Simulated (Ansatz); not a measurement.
Relaxed-ion elastic tensor of AlO in space group P6_3/mmc (No. 194; Al on 4f, O on 4f) in GPa (Voigt order), DFT-r²SCAN+D4 in the program Ansatz with PAW potentials; density 2.95 g/cm³, 12.08 Å³ per atom.

```
      1     2     3     4     5     6
-  ----  ----  ----  ----  ----  ----
1   291   111  32.9   0.0   0.0   0.0
2   111   291  32.9   0.0   0.0   0.0
3  32.9  32.9  58.9   0.0   0.0   0.0
4   0.0   0.0   0.0  31.1   0.0   0.0
5   0.0   0.0   0.0   0.0  31.1   0.0
6   0.0   0.0   0.0   0.0   0.0  90.0
```

Q: Is the crystal mechanically stable?

A: Yes: the smallest eigenvalue of C is 31.1 GPa.

Q: Work out the Voigt, Reuss and Hill averages.

A: K_V = 110, K_R = 55.4, K_H = 82.9; G_V = 61.4, G_R = 42.6, G_H = 52.0 GPa.

Q: Give Young's modulus, Poisson's ratio, Pugh's ratio and the universal anisotropy index.

A: E = 9KG/(3K + G) = 129 GPa; ν = 0.24; K/G = 1.60 (brittle by the Pugh limit of 1.75); A_U = 5G_V/G_R + K_V/K_R − 6 = 3.20.

Q: Estimate the sound speeds and the Debye temperature.

A: v_l = √((K + 4G/3)/ρ) = 7180 m/s, v_t = √(G/ρ) = 4200 m/s, mean 4650 m/s; Θ = (h/k)(3n/4πV)^(1/3) v_m = 604 K.

Q: Solve the Christoffel equation for the three sound speeds along x, y, z.

A: Eigenvalues of C_ijkl n_j n_l equal ρv². In km/s, slowest first: x 3.24, 5.52, 9.93; y 3.24, 5.52, 9.93; z 3.24, 3.24, 4.47.

Q: How much does each axis shrink under pressure?

A: Linear compressibilities β_i = Σ_j S_ij (j = 1 to 3): x 1.2, y 1.2, z 16 per TPa.

A made-up cell: these elements were put on the sites of a structure type; neither database checked (COD, Materials Project) lists it. Whether it is the stable phase at ambient conditions was not checked. The cell was relaxed with r²SCAN+D4 under the symmetry of its start; whether a distortion lowers the energy is not shown.

Potentials: the earlier of the program's two PAW sets. The files were generated under PBE; for other functionals the program regenerates the frozen cores, and for LDA and PBEsol the local potential too.
